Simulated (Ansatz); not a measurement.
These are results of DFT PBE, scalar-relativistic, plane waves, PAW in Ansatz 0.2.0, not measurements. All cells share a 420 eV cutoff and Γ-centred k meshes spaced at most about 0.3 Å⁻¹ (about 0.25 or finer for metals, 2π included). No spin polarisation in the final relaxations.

All energies are static (0 K, no zero-point motion). All come from trial cells, and lower structures may exist.

Question: These unrelaxed guesses for Zr2NbC3 are each relaxed within their symmetry. Order them by the energy at which they end, lowest first.
1.

```
CELL_PARAMETERS angstrom
3.98110 0.00000 0.00000
0.00000 3.98110 0.00000
0.00000 0.00000 6.40240
ATOMIC_POSITIONS crystal
Zr 0.00000 0.00000 0.31576
Zr 0.00000 0.00000 0.68424
Nb 0.00000 0.00000 0.00000
C 0.00000 0.50000 0.99158
C 0.50000 0.00000 0.00842
C 0.50000 0.50000 0.00000
```

2.

```
CELL_PARAMETERS angstrom
2.91652 -4.44747 0.00000
2.91652 4.44747 0.00000
0.00000 0.00000 2.90310
ATOMIC_POSITIONS crystal
Zr 0.21563 0.78437 0.00000
Zr 0.78437 0.21563 0.00000
Nb 0.50000 0.50000 0.00000
C 0.00000 0.00000 0.00000
C 0.50000 0.00000 0.50000
C 0.00000 0.50000 0.50000
```

3.

```
CELL_PARAMETERS angstrom
3.03276 0.00000 0.00000
0.00000 3.03276 0.00000
0.00000 0.00000 9.18208
ATOMIC_POSITIONS crystal
Zr 0.50000 0.50000 0.32482
Zr 0.50000 0.50000 0.67518
Nb 0.50000 0.50000 0.00000
C 0.00000 0.00000 0.83907
C 0.00000 0.00000 0.16093
C 0.00000 0.00000 0.50000
```

4.

```
CELL_PARAMETERS angstrom
2.44188 -4.39464 0.00000
2.44188 4.39464 0.00000
0.00000 0.00000 4.03035
ATOMIC_POSITIONS crystal
Zr 0.50000 0.00000 0.50000
Zr 0.00000 0.50000 0.50000
Nb 0.00000 0.00000 0.00000
C 0.67796 0.32204 0.00000
C 0.32204 0.67796 0.00000
C 0.50000 0.50000 0.50000
```

Answer: 3 (ends in P4/mmm, 0 meV/atom), 4 (ends in Cmmm, 295 meV/atom), 2 (ends in Cmmm, 0.37 eV/atom), 1 (ends in P-4m2, 0.39 eV/atom). Even the lowest end lies +0.25 eV/atom against the elements.

A magnetic state wasn't ruled out in cells without spin, among them P-4m2. Cells relaxed within their symmetry can be saddle points. Some structure types and database cells were kept out of the candidates from the start, so a known form may be missing.
